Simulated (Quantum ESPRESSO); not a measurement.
# Al7ZnP7S: a curve over strain

A calculation, not a measurement. The program is pw.x of Quantum ESPRESSO 7.5 (plane-wave density functional theory). The cell is made up: 16 atoms on a doubled zincblende/diamond lattice, with randomly drawn elements, strain and displacements, not relaxed. PseudoDojo standard norm-conserving files (v0.5 for PBE, v0.4.1 for LDA and PBEsol) set the functional; there is no spin polarisation, spin-orbit coupling or dispersion term, and the masses in the input are unused placeholders.

Seven runs add a strain to one cell (shear xy, as the tensor component); the atoms follow the cell and are not relaxed. Stress in the table is positive in tension.

Input of the run at +0.0036:

```
&control calculation='scf', pseudo_dir='./dojo.nc.sr.pbe.v0_5.standard.upf', outdir='./o', disk_io='low', tprnfor=.true., tstress=.true. /
&system ibrav=0, nat=16, ntyp=4, nbnd=47, ecutwfc=84.00895049, nosym=.true., tot_charge=0,
 occupations='smearing', smearing='fd', degauss=0.0018374661
/
&electrons conv_thr=7.350e-09, electron_maxstep=60, /
ATOMIC_SPECIES
Al 1.0 Al.upf
P 1.0 P.upf
S 1.0 S.upf
Zn 1.0 Zn.upf
CELL_PARAMETERS angstrom
5.3462 -0.0554 0.0704
-0.0551 5.4036 -0.0379
0.1404 -0.0752 10.7126
ATOMIC_POSITIONS angstrom
Al -0.0863 -0.1927 -0.1443
Zn -0.0068 2.7327 2.5619
Al 2.7704 0.0141 2.6782
Al 2.7444 2.5803 0.108
Al 0.1422 -0.1205 5.4479
Al 0.0975 2.6784 8.0551
Al 2.8514 -0.0102 8.1449
Al 2.8676 2.6167 5.375
P 1.3266 1.2881 1.5281
P 1.3608 4.0075 3.8538
S 4.0255 1.3682 4.0172
P 4.1011 3.7962 1.2645
P 1.4786 1.328 6.819
P 1.3944 3.8901 9.3393
P 4.2574 1.4429 9.3507
P 3.9513 4.0241 6.7218
K_POINTS automatic
4 4 2 1 1 1
```

```
added strain  free energy less that of the input shown (eV)  stress xx (GPa)  stress yy (GPa)  stress zz (GPa)  stress xy (GPa)  pressure (GPa)  next band up at Gamma (eV)  iterations
     -0.0134                                         0.2978            -9.44            -8.69            -9.34            -6.22            9.16                       1.016          13
     -0.0089                                         0.1956            -9.31            -8.55            -9.22            -5.31            9.03                       1.033          14
     +0.0036                                         0.0000            -9.07            -8.29            -9.01            -2.78            8.79                       1.050          13
     +0.0124                                        -0.0623            -9.00            -8.20            -8.94            -1.00            8.71                       1.038          13
     +0.0161                                        -0.0693            -9.00            -8.19            -8.93            -0.25            8.71                       1.027          13
     +0.0249                                        -0.0411            -9.05            -8.23            -8.95             1.54            8.74                       0.988          13
```

Question: one run is left out of the table, at -0.0063. Estimate its stress xy (GPa).

Answer: -4.78. The whole row:

| added strain | free energy less that of the input shown (eV) | stress xx (GPa) | stress yy (GPa) | stress zz (GPa) | stress xy (GPa) | pressure (GPa) | next band up at Gamma (eV) | iterations |
| --- | --- | --- | --- | --- | --- | --- | --- | --- |
| -0.0063 | 0.1446 | -9.24 | -8.48 | -9.17 | -4.78 | 8.97 | 1.040 | 13 |

A cubic fit gives a slope of stress xy against the added strain of 203 GPa at zero added strain, with the atoms clamped. Across the table the free energy follows the integral of the stress to within 0.4 meV. A rerun of one of the cells at 1437 eV and a 6 x 6 x 4 mesh moved values by no more than 0.010 eV in energy, 0.02 GPa in stress and 0.003 eV/Å in force. The band column is the level of band 42 at Gamma less that of band 41, whose number is half the electron count, rounded up; it comes from a band step after each run.